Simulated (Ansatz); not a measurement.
Input:

In:
```
In
1.0
    0.00000     3.36781     3.36781
    3.36781     0.00000     3.36781
    3.36781     3.36781     0.00000
In
2
Direct
  0.00000   0.00000   0.00000
  0.25000   0.25000   0.25000
```

This is the PBE-relaxed structure.

Q: All from plane-wave PAW PBE (Ansatz code), unless another level is named. Give the density of states at the Fermi level.

A: 0.86 states/eV per atom (mean over ±0.08 eV).

Q: And the gap with spin–orbit coupling?

A: none (metallic).

Space group Fd-3m (diamond). The start of the workflow was typed in or built on a structure type; neither database checked (COD, Materials Project) lists it. It is not the phase usual at ambient conditions (space group No. 139). Symmetry was held in the PBE relaxation; whether a distortion lowers the energy is not shown. Scalar-relativistic: spin–orbit coupling is off unless named, which matters more the heavier the elements.

Potentials: the earlier of the program's two PAW sets.
